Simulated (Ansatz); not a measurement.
TcB2 in space group P6_3/mmc (No. 194; Tc on 2c, B on 4f), r²SCAN in the plane-wave PAW code Ansatz, all energies at zero smearing, with the estimated change up to a 700 eV cutoff added, with one set of potentials and settings (totals compare only within such a set). Cell of 6 atoms (2 Tc, 4 B): -11448.252 eV.

| element | reference phase | E (eV/atom) |
|---|---|---|
| Tc | P6_3/mmc, 2 atoms in the cell | -5409.6038 |
| B | R-3m, 12 atoms in the cell | -156.5544 |

Formation energy per atom, worked out: (-11448.252 − 2×(-5409.6038) − 4×(-156.5544))/6 = -0.471 eV/atom (-45 kJ per mol of atoms), at 0 K, without zero-point energy or fitted corrections.

The first step of the workflow began from a Materials Project structure, measured or hypothetical; the Crystallography Open Database copy checked does not list it. Whether it is the stable phase at ambient conditions was not checked. The cell was relaxed with r²SCAN under the symmetry of its start; whether a distortion lowers the energy is not shown. The run is not spin-polarised. The references are the lowest solids computed at this level, not always the standard phases.

Potentials: the later of the program's two PAW sets.
